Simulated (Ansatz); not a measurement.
LiNbO$_{3}$ (LiNbO3 type, space group R3c)

```
LiNbO3
1.0
    2.59493     1.49819     4.67214
   -2.59493     1.49819     4.67214
    0.00000    -2.99637     4.67214
Li Nb O
2 2 6
Direct
  0.70264   0.70264   0.70264
  0.20264   0.20264   0.20264
  0.98381   0.98381   0.98381
  0.48381   0.48381   0.48381
  0.62624   0.87386   0.26316
  0.87386   0.26316   0.62624
  0.26316   0.62624   0.87386
  0.76316   0.37386   0.12624
  0.37386   0.12624   0.76316
  0.12624   0.76316   0.37386
```

The atoms are displaced by Q × the pattern below (from a DFPT mode at Γ, largest move 1; Q in Å), at fixed cell. It is one choice among 2 degenerate patterns.

| atom | x | y | z |
|---|---|---|---|
| Li1 | 0.121 | 0.528 | 0.000 |
| Li2 | 0.121 | -0.528 | 0.000 |
| Nb3 | 0.196 | -0.304 | 0.000 |
| Nb4 | 0.196 | 0.304 | 0.000 |
| O5 | -0.282 | -0.563 | 0.699 |
| O6 | -0.479 | -0.501 | -0.135 |
| O7 | -0.434 | -0.702 | -0.565 |
| O8 | -0.479 | 0.501 | 0.135 |
| O9 | -0.282 | 0.563 | -0.699 |
| O10 | -0.434 | 0.702 | 0.565 |

Calculation: PBE (plane waves to 420 eV, PAW, scalar-relativistic; Ansatz, a program for electronic structure). k mesh 8×8×8 (Γ-centred), Fermi-Dirac smearing 0.05 eV. Energies are smeared free energies. LiNbO3 is run without spin polarisation. LiNbO3 was relaxed with its symmetry unable to fall. The PAW data are Ansatz's earlier set. ΔE is measured from the undisplaced structure.

```
Q (Å)    ΔE (meV/cell)
-------  -------------
-0.2800            410
-0.2333            263
-0.1867       withheld
-0.1400             84
-0.0933             36
-0.0467              9
0.0000               0
0.0467               9
0.0933              36
0.1400              84
0.1867        withheld
0.2333             263
0.2800             410
```

### Question
Fit an even polynomial form (powers 2, 4) to the given rows and predict ΔE at Q = -0.1867.

### Answer
Least squares on the 11 given rows: ΔE = (3957)·Q² + (16210)·Q⁴, in meV/cell with Q in Å; root-mean-square residual 0.3 meV/cell. At -0.1867 the fit gives 158 meV/cell; the calculation gives 157 meV/cell, so the interpolation is off by 1 (+0.6 %). The quadratic term alone would give 138 meV/cell.

(For displaced atoms, the force is minus the slope of the energy, and its curvature is a force constant, which sets phonon frequencies.)
